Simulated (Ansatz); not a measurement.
Rb:
```xyz
1
Lattice="-2.8613 2.8613 2.8613 2.8613 -2.8613 2.8613 2.8613 2.8613 -2.8613" Properties=species:S:1:pos:R:3 pbc="T T T"
Rb     0.0000     0.0000     0.0000
```

Relaxed with r²SCAN+D4. Special points in fractions of this cell's reciprocal vectors: Γ (0.000, 0.000, 0.000); H (0.500, -0.500, 0.500); N (0.000, 0.000, 0.500); P (0.250, 0.250, 0.250).

### Question
List the band energies nearest the Fermi level at these points for the program Ansatz at the r²SCAN+D4 level (PAW).

### Answer
In eV from the Fermi level; about four levels below and three above (degenerate sets whole), none deeper than 8.9 eV; points with the same levels are listed once.

```
k  below                     above
-  -----  ------------------------
Γ  -2.06            4.08 4.08 4.08
H      –  1.33 1.33 3.44 3.44 3.44
N      –            0.35 0.69 2.86
P      –            1.33 1.33 1.33
```

Space group Im-3m (bcc (W type)). The cell was relaxed with r²SCAN+D4 under the symmetry of its start. The pairwise dispersion correction was not fitted to metals. Spin–orbit coupling is left out wherever it is not named.

Potentials: the earlier of the program's two PAW sets.
